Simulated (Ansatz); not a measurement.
Input:

Ta2GaC:
```
Ta2GaC
1.0
    3.09412     0.00000     0.00000
   -1.54706     2.67959     0.00000
    0.00000     0.00000    13.48102
Ta Ga C
4 2 2
Direct
  0.33333   0.66667   0.59082
  0.66667   0.33333   0.40918
  0.66667   0.33333   0.09082
  0.33333   0.66667   0.90918
  0.33333   0.66667   0.25000
  0.66667   0.33333   0.75000
  0.00000   0.00000   0.00000
  0.00000   0.00000   0.50000
```

This is the PBEsol-relaxed structure.

**Question.** All from plane-wave PAW PBEsol (Ansatz code), unless another level is named. Predict the electronic character.

**Answer.** metallic (no gap).

**Question.** Give the density of states at the Fermi level.

**Answer.** 0.39 states/eV per atom (mean over ±0.08 eV).

**Question.** Predict the gap with spin–orbit coupling.

**Answer.** none (metallic).

Space group P6_3/mmc. The workflow started from a Materials Project entry (that database holds measured and hypothetical structures alike); the Crystallography Open Database copy checked does not list it. Whether it is the stable phase at ambient conditions was not checked. The PBEsol relaxation kept the symmetry of its start; its stability against distortions is not shown here. The run is not spin-polarised. Spin–orbit coupling is left out wherever it is not named.

Potentials: the later of the program's two PAW sets.
